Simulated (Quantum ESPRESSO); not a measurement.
## Zr3Mo2PdW2 (one run as intended and one with a planted mistake)

Simulated, not a measurement. The program is pw.x of Quantum ESPRESSO 7.5 (plane-wave density functional theory). The cell is made up: eight metal atoms on a face-centred cubic lattice, with elements, volume, strain and displacements drawn at random and not relaxed, so it may be unstable or far from any real phase. PseudoDojo standard norm-conserving files set the functional (PBE unless stated); there is no spin polarisation or spin-orbit coupling, the Fermi-Dirac width of 0.25 eV means electrons at about 2900 K, and the masses in the input are unused placeholders. Heavy elements are run without spin-orbit coupling, which real alloys of them have. A spin test at this wide smearing found no moment, but such smearing suppresses magnetism that the real alloy may have.

Intended input:

```
&control calculation='scf', pseudo_dir='./dojo.nc.sr.pbe.v0_5.standard.upf', outdir='./o', disk_io='minimal', tprnfor=.true., tstress=.true. /
&system ibrav=0, nat=8, ntyp=4, nbnd=73, ecutwfc=82.02448710, nosym=.true., tot_charge=0,
 occupations='smearing', smearing='fd', degauss=0.0183746611
/
&electrons conv_thr=1.470e-08, electron_maxstep=70, mixing_beta=0.5 /
ATOMIC_SPECIES
Mo 1.0 Mo.upf
Pd 1.0 Pd.upf
W 1.0 W.upf
Zr 1.0 Zr.upf
CELL_PARAMETERS angstrom
-0.0114 2.1009 2.1172
-4.2137 4.142 -4.1518
-4.3579 -4.1914 4.2467
ATOMIC_POSITIONS angstrom
Zr -0.0432 -0.0483 0.0149
Mo -4.1375 -2.0629 2.0937
Zr -4.2567 -0.0046 0.1114
Zr -4.2116 2.1118 -2.1109
Pd -2.2799 0.014 2.2287
W -2.2003 2.1064 -0.0313
W -6.4669 0.0873 2.2772
Mo -6.4592 2.0259 0.053
K_POINTS automatic
8 4 4 1 1 1
```

The log is shortened where brackets say so; the opening notice, blank lines, dates and the lines on written files are dropped, and the path of the files is cut. It prints rydbergs, bohrs and kilobars, and counts compression as positive stress. Its total energy is the free energy E - TS of the whole cell.

Log of the intended run:

```
     Program PWSCF v.7.5
     Parallel version (MPI & OpenMP), running on       4 processor cores
     Number of MPI processes:                 4
     Threads/MPI process:                     1
     [start-up lines left out]
     bravais-lattice index     =            0
     lattice parameter (alat)  =       5.6365  a.u.
     unit-cell volume          =    1020.4342 (a.u.)^3
     number of atoms/cell      =            8
     number of atomic types    =            4
     number of electrons       =       110.00
     number of Kohn-Sham states=           73
     kinetic-energy cutoff     =      82.0245  Ry
     charge density cutoff     =     328.0979  Ry
     scf convergence threshold =      1.5E-08
     mixing beta               =       0.5000
     number of iterations used =            8  plain     mixing
     Exchange-correlation= PBE
                           (   1   4   3   4   0   0   0)
     [axes and pseudopotential details left out]
   Cartesian axes
     site n.     atom                  positions (alat units)
         1        Zr     tau(   1) = (  -0.0144836  -0.0161934   0.0049955  )
         2        Mo     tau(   2) = (  -1.3871701  -0.6916237   0.7019500  )
         3        Zr     tau(   3) = (  -1.4271340  -0.0015422   0.0373488  )
         4        Zr     tau(   4) = (  -1.4120134   0.7080183  -0.7077166  )
         5        Pd     tau(   5) = (  -0.7643768   0.0046937   0.7472111  )
         6        W      tau(   6) = (  -0.7376895   0.7062079  -0.0104939  )
         7        W      tau(   7) = (  -2.1681427   0.0292689   0.7634716  )
         8        Mo     tau(   8) = (  -2.1655611   0.6792188   0.0177692  )
     number of k points=    64  Fermi-Dirac smearing, width (Ry)=  0.0184
                       cart. coord. in units 2pi/alat
        k(    1) = (  -0.0867755   0.0448828   0.0430449), wk =   0.0312500
        k(    2) = (  -0.1730333   0.0006562   0.0864666), wk =   0.0312500
     [further k points left out]
     Dense  grid:   102435 G-vectors     FFT dimensions: (  36,  80,  81)
     Estimated max dynamical RAM per process >     416.15 MB
     Estimated total dynamical RAM >       1.55 GB
     Initial potential from superposition of free atoms
     starting charge     109.9889, renormalised to     110.0000
     Starting wfcs are   79 randomized atomic wfcs
     total cpu time spent up to now is        9.0 secs
     per-process dynamical memory:   329.1 Mb
     Self-consistent Calculation
     iteration #  1     ecut=    82.02 Ry     beta= 0.50
     Davidson diagonalization with overlap
     ethr =  1.00E-02,  avg # of iterations =  2.9
     total cpu time spent up to now is       30.5 secs
     total energy              =   -1146.32378003 Ry
     estimated scf accuracy    <      19.19081798 Ry
     iteration #  2     ecut=    82.02 Ry     beta= 0.50
     Davidson diagonalization with overlap
     ethr =  1.00E-02,  avg # of iterations =  5.0
     total cpu time spent up to now is       58.4 secs
     total energy              =   -1148.29251967 Ry
     estimated scf accuracy    <     157.43959084 Ry
     [iterations 3 to 21 left out]
     iteration # 22     ecut=    82.02 Ry     beta= 0.50
     Davidson diagonalization with overlap
     ethr =  2.00E-10,  avg # of iterations =  2.2
     total cpu time spent up to now is      455.3 secs
     total energy              =   -1159.12354658 Ry
     estimated scf accuracy    <       0.00000002 Ry
     iteration # 23     ecut=    82.02 Ry     beta= 0.50
     Davidson diagonalization with overlap
     ethr =  1.95E-11,  avg # of iterations =  4.3
     total cpu time spent up to now is      476.6 secs
     End of self-consistent calculation
     [lines on levels left out]
!    total energy              =   -1159.12354659 Ry
     estimated scf accuracy    <          9.6E-10 Ry
     smearing contrib. (-TS)   =      -0.15297160 Ry
     internal energy E=F+TS    =   -1158.97057499 Ry
     The total energy is F=E-TS. E is the sum of the following terms:
     one-electron contribution =    -273.37989496 Ry
     hartree contribution      =     191.55503066 Ry
     xc contribution           =    -209.65331781 Ry
     ewald contribution        =    -867.49239289 Ry
     convergence has been achieved in  23 iterations
     Forces acting on atoms (cartesian axes, Ry/au):
     atom    1 type  4   force =    -0.03019667    0.04782769   -0.03678419
     atom    2 type  1   force =    -0.03344880   -0.03657589    0.03776714
     atom    3 type  4   force =     0.00134054    0.00060517    0.00417492
     atom    4 type  4   force =    -0.03709874   -0.01920630    0.02505177
     atom    5 type  2   force =     0.01974203    0.00478278   -0.01323418
     atom    6 type  3   force =     0.05012372    0.02202759   -0.02435399
     atom    7 type  3   force =     0.04899998   -0.01605571    0.00993876
     atom    8 type  1   force =    -0.01946205   -0.00340533   -0.00256023
     Total force =     0.134762     Total SCF correction =     0.000140
     Computing stress (Cartesian axis) and pressure
          total   stress  (Ry/bohr**3)                   (kbar)     P=      -41.60
  -0.00034415   0.00007101  -0.00007521          -50.63       10.45      -11.06
   0.00007101  -0.00025940  -0.00008302           10.45      -38.16      -12.21
  -0.00007521  -0.00008302  -0.00024481          -11.06      -12.21      -36.01
     init_run     :      7.96s CPU      8.29s WALL (       1 calls)
     electrons    :    458.16s CPU    467.64s WALL (       1 calls)
     forces       :      2.83s CPU      2.85s WALL (       1 calls)
     stress       :      9.85s CPU     10.10s WALL (       1 calls)
     [timing details left out]
     PWSCF        :   7m59.51s CPU   8m 9.62s WALL
     JOB DONE.
```

A second run has one planted mistake: one atom is of a wrong element. The input lines that differ:

```
- &system ibrav=0, nat=8, ntyp=4, nbnd=73, ecutwfc=82.02448710, nosym=.true., tot_charge=0,
+ &system ibrav=0, nat=8, ntyp=4, nbnd=66, ecutwfc=82.02448710, nosym=.true., tot_charge=0,
+ Al 1.0 Al.upf
- Pd 1.0 Pd.upf
- Pd -2.2799 0.014 2.2287
+ Al -2.2799 0.014 2.2287
```

Its log:

```
     Program PWSCF v.7.5
     Parallel version (MPI & OpenMP), running on       4 processor cores
     Number of MPI processes:                 4
     Threads/MPI process:                     1
     [start-up lines left out]
     bravais-lattice index     =            0
     lattice parameter (alat)  =       5.6365  a.u.
     unit-cell volume          =    1020.4342 (a.u.)^3
     number of atoms/cell      =            8
     number of atomic types    =            4
     number of electrons       =        95.00
     number of Kohn-Sham states=           66
     kinetic-energy cutoff     =      82.0245  Ry
     charge density cutoff     =     328.0979  Ry
     scf convergence threshold =      1.5E-08
     mixing beta               =       0.5000
     number of iterations used =            8  plain     mixing
     Exchange-correlation= PBE
                           (   1   4   3   4   0   0   0)
     [axes and pseudopotential details left out]
   Cartesian axes
     site n.     atom                  positions (alat units)
         1        Zr     tau(   1) = (  -0.0144836  -0.0161934   0.0049955  )
         2        Mo     tau(   2) = (  -1.3871701  -0.6916237   0.7019500  )
         3        Zr     tau(   3) = (  -1.4271340  -0.0015422   0.0373488  )
         4        Zr     tau(   4) = (  -1.4120134   0.7080183  -0.7077166  )
         5        Al     tau(   5) = (  -0.7643768   0.0046937   0.7472111  )
         6        W      tau(   6) = (  -0.7376895   0.7062079  -0.0104939  )
         7        W      tau(   7) = (  -2.1681427   0.0292689   0.7634716  )
         8        Mo     tau(   8) = (  -2.1655611   0.6792188   0.0177692  )
     number of k points=    64  Fermi-Dirac smearing, width (Ry)=  0.0184
                       cart. coord. in units 2pi/alat
        k(    1) = (  -0.0867755   0.0448828   0.0430449), wk =   0.0312500
        k(    2) = (  -0.1730333   0.0006562   0.0864666), wk =   0.0312500
     [further k points left out]
     Dense  grid:   102435 G-vectors     FFT dimensions: (  36,  80,  81)
     Estimated max dynamical RAM per process >     387.24 MB
     Estimated total dynamical RAM >       1.44 GB
     Initial potential from superposition of free atoms
     starting charge      94.9866, renormalised to      95.0000
     Starting wfcs are   74 randomized atomic wfcs
     total cpu time spent up to now is        8.6 secs
     per-process dynamical memory:   313.3 Mb
     Self-consistent Calculation
     iteration #  1     ecut=    82.02 Ry     beta= 0.50
     Davidson diagonalization with overlap
     ethr =  1.00E-02,  avg # of iterations =  2.4
     total cpu time spent up to now is       28.2 secs
     total energy              =    -890.62716959 Ry
     estimated scf accuracy    <       3.52084584 Ry
     iteration #  2     ecut=    82.02 Ry     beta= 0.50
     Davidson diagonalization with overlap
     ethr =  3.71E-03,  avg # of iterations =  4.4
     total cpu time spent up to now is       51.1 secs
     total energy              =    -889.14642832 Ry
     estimated scf accuracy    <      63.17806382 Ry
     [iterations 3 to 18 left out]
     iteration # 19     ecut=    82.02 Ry     beta= 0.50
     Davidson diagonalization with overlap
     ethr =  7.38E-10,  avg # of iterations =  1.6
     total cpu time spent up to now is      338.6 secs
     total energy              =    -892.77830276 Ry
     estimated scf accuracy    <       0.00000002 Ry
     iteration # 20     ecut=    82.02 Ry     beta= 0.50
     Davidson diagonalization with overlap
     ethr =  2.61E-11,  avg # of iterations =  3.6
     total cpu time spent up to now is      356.8 secs
     End of self-consistent calculation
     [lines on levels left out]
!    total energy              =    -892.77830276 Ry
     estimated scf accuracy    <          5.4E-09 Ry
     smearing contrib. (-TS)   =      -0.14138476 Ry
     internal energy E=F+TS    =    -892.63691800 Ry
     The total energy is F=E-TS. E is the sum of the following terms:
     one-electron contribution =    -205.90053876 Ry
     hartree contribution      =     146.05891323 Ry
     xc contribution           =    -169.58329925 Ry
     ewald contribution        =    -663.21199322 Ry
     convergence has been achieved in  20 iterations
     Forces acting on atoms (cartesian axes, Ry/au):
     atom    1 type  4   force =    -0.02692810    0.04633790   -0.03201322
     atom    2 type  2   force =    -0.03031840   -0.02735425    0.03033094
     atom    3 type  4   force =    -0.00640433    0.00512919   -0.00067468
     atom    4 type  4   force =    -0.03444089   -0.01620081    0.02530608
     atom    5 type  1   force =     0.01877490   -0.00720156   -0.00827994
     atom    6 type  3   force =     0.04929652    0.00892685   -0.01218376
     atom    7 type  3   force =     0.04727114   -0.01502640    0.00848078
     atom    8 type  2   force =    -0.01725085    0.00538908   -0.01096621
     Total force =     0.121457     Total SCF correction =     0.000400
     Computing stress (Cartesian axis) and pressure
          total   stress  (Ry/bohr**3)                   (kbar)     P=      -30.66
  -0.00017786  -0.00000803   0.00003401          -26.16       -1.18        5.00
  -0.00000803  -0.00022215   0.00003257           -1.18      -32.68        4.79
   0.00003401   0.00003257  -0.00022523            5.00        4.79      -33.13
     init_run     :      7.30s CPU      7.60s WALL (       1 calls)
     electrons    :    346.39s CPU    348.18s WALL (       1 calls)
     forces       :      2.52s CPU      2.56s WALL (       1 calls)
     stress       :      9.08s CPU      9.30s WALL (       1 calls)
     [timing details left out]
     PWSCF        :   6m 6.42s CPU   6m 8.79s WALL
     JOB DONE.
```

|  | intended run | run with the mistake |
| --- | --- | --- |
| free energy (eV) | -15770.679 | -12146.868 |
| entropy term -TS, part of it (eV) | -2.081 | -1.924 |
| pressure (GPa) | -4.16 | -3.07 |
| size of the largest force component (eV/Å) | 1.289 | 1.267 |
| largest change of a force component (eV/Å) |  | 0.337 |
| iterations | 23 | 20 |

For scale, a rerun of the intended cell at a higher cutoff and on a denser mesh moved values by no more than 0.003 eV in energy, 0.04 GPa in stress and 0.003 eV/Å in force, and a second program with other atomic files agreed on that cell to 2 % rms in force and 0.5 GPa in pressure. Files of another functional or element have another zero of energy, so the energy change says nothing on stability. The number of bands, nbnd, was set by rule from the electron count, so it follows the mistake.